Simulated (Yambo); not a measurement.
# Excitons in Li2PdO3

```
Li2PdO3
1.0
    2.55217    -4.41643     0.00000
    2.55217     4.41643     0.00000
   -1.69987     0.00000     4.76474
Li O Pd
4 6 2
Direct
  0.50000   0.50000   0.50000
  0.83647   0.16353   0.50000
  0.16353   0.83647   0.50000
  0.00000   0.00000   0.00000
  0.26766   0.26766   0.76236
  0.73234   0.73234   0.23764
  0.42499   0.07799   0.23521
  0.57501   0.92201   0.76479
  0.92201   0.57501   0.76479
  0.07799   0.42499   0.23521
  0.66670   0.33330   0.00000
  0.33330   0.66670   0.00000
```

The geometry is that of Materials Project entry mp-760483, symmetrised and not relaxed again.

BSE in Yambo on LDA (pw.x of Quantum ESPRESSO, ONCV potentials, without SOC) bands: 4×4×4 mesh, 24 valence and 5 conduction bands, static screening with 81 bands and a 3 Ry block, scissor 1.30 eV, Tamm-Dancoff; field along x.

```
state  energy (eV)  states within 2 meV  relative strength  class    main transitions
-----  -----------  -------------------  -----------------  -----  ------------------
1             2.10                    1             < 0.01   dark  several band pairs
2             2.15                    1             < 0.01   dark  several band pairs
3             2.19                    1               0.05   weak  several band pairs
4             2.22                    1             < 0.01   dark  several band pairs
5             2.24                    1             < 0.01   dark  several band pairs
6             2.25                    1               0.01   weak  several band pairs
```

These are vertical excitations (zero momentum). The direct quasiparticle gap on this mesh is 2.83 eV; counted from there, state 1 is bound by 0.73 eV. On a 2×2×2 mesh the same difference is 0.82 eV, so it isn't converged.

Spin singlets only. Strengths are relative to the strongest of the lowest states of this run; strong means a line over 3 % of the spectrum's maximum, dark under 0.03 %. Absolute energies carry the error of the G0W0 scissor, whose convergence isn't established; the long-wavelength screening was taken along (1,1,1) although the crystal is anisotropic.

Spin-orbit splittings are left out.

The structure is a Materials Project entry; no match was found in the copy of COD used, and its stability was not checked.
